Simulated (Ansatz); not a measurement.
## SiO₂: ¹⁷O NMR of the central transition

Cell: a COD entry, its atoms then relaxed with PBE in this cell.

Space group P4_12_12 (No. 92); a = 4.9717, c = 6.9223 Å.

```
site  Wyckoff  site symmetry       x       y       z
  Si       4a            ..2  0.3054  0.3054  0.0000
   O       8b              1  0.2367  0.1168  0.1854
```

One atom of each set is listed.

The numbers come from a DFT calculation in Ansatz (PBE, plane waves and PAW, scalar-relativistic, 420 eV cutoff, Γ-centred 5×5×4 k-points, Fermi–Dirac smearing 0.02 eV).

¹⁷O has I = 5/2 and Q = -25.58 mb (Pyykkö 2018); at 14.1 T its Larmor frequency is ν₀ = 81.4 MHz. Only the quadrupole interaction is simulated: positions count from each site's isotropic chemical shift, and J coupling is left out, as are shift anisotropy and dipolar coupling, which fast spinning averages.

**Question.** Simulate the second-order pattern (fast magic-angle spinning, Gaussian broadening 0.3 kHz) of site O (2 Si at 1.62–1.63 Å, angle 143°).

**Answer.** The calculation gives C_Q = -5.84 MHz and η = 0.20, so ν_Q = 0.876 MHz and the centre of gravity lies at -31.2 ppm (-2.54 kHz).

offset (kHz), height and a bar:
```
   -6.618          0 
   -6.454          1 
   -6.289          4 #
   -6.125          7 ##
   -5.961          8 ##
   -5.796          8 ##
   -5.632          8 ##
   -5.467          8 ##
   -5.303          8 ##
   -5.138          8 ###
   -4.974          9 ###
   -4.810          9 ###
   -4.645          9 ###
   -4.481         13 ####
   -4.316         27 ########
   -4.152         46 ##############
   -3.987         60 ##################
   -3.823         78 #######################
   -3.659         90 ###########################
   -3.494         79 ########################
   -3.330         67 ####################
   -3.165         61 ##################
   -3.001         58 #################
   -2.836         56 #################
   -2.672         55 #################
   -2.508         55 #################
   -2.343         56 #################
   -2.179         58 #################
   -2.014         60 ##################
   -1.850         64 ###################
   -1.685         71 #####################
   -1.521         83 #########################
   -1.357        100 ##############################
   -1.192         99 ##############################
   -1.028         82 #########################
   -0.863         69 #####################
   -0.699         52 ################
   -0.534         23 #######
   -0.370          4 #
   -0.206          0
```

At O V_zz runs parallel to the line that joins its two neighbours (within 1°).

The relaxation (6 steps) took 52 s of wall time (51 s of CPU time) and 0.51 GiB at its peak, on 1 thread of Intel Xeon Platinum 8259CL CPU @ 2.50GHz (Skylake/Cascade Lake) (x86_64; 44 cores open to the job, memory cap 2.5 GiB, no GPU), a shared host with a load of 0.5 a core.
